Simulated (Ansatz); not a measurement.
Crystals of one structure type (zinc blende) and one family of elements, relaxed and computed with DFT-PBEsol in the program Ansatz with PAW potentials.

```json
[
 {"crystal": "BN", "V (Å³/atom)": "5.86", "K_Hill (GPa)": "385"},
 {"crystal": "AlN", "V (Å³/atom)": "10.48", "K_Hill (GPa)": "?"},
 {"crystal": "GaN", "V (Å³/atom)": "11.38", "K_Hill (GPa)": "188"},
 {"crystal": "BP", "V (Å³/atom)": "11.54", "K_Hill (GPa)": "170"},
 {"crystal": "BAs", "V (Å³/atom)": "13.55", "K_Hill (GPa)": "140"},
 {"crystal": "GaAs", "V (Å³/atom)": "22.66", "K_Hill (GPa)": "69.4"},
 {"crystal": "InP", "V (Å³/atom)": "25.40", "K_Hill (GPa)": "66.9"}
]
```

### Question
Fit a straight line to ln K against ln V and predict the withheld value.

### Answer
Least squares on the 6 shown rows: ln K = -1.24 × ln V + (8.177), with a scatter of 4.7 %. For AlN this gives 193. The run itself gave 201, a miss of 4.0 % of that.

All cells were relaxed under the symmetry of their starts (and spin orders); stability against distortions was not tested throughout. Scalar-relativistic: spin–orbit coupling is off unless named, which matters more the heavier the elements.

Potentials: the earlier of the program's two PAW sets. The files were generated under PBE; for other functionals the program regenerates the frozen cores, and for LDA and PBEsol the local potential too.
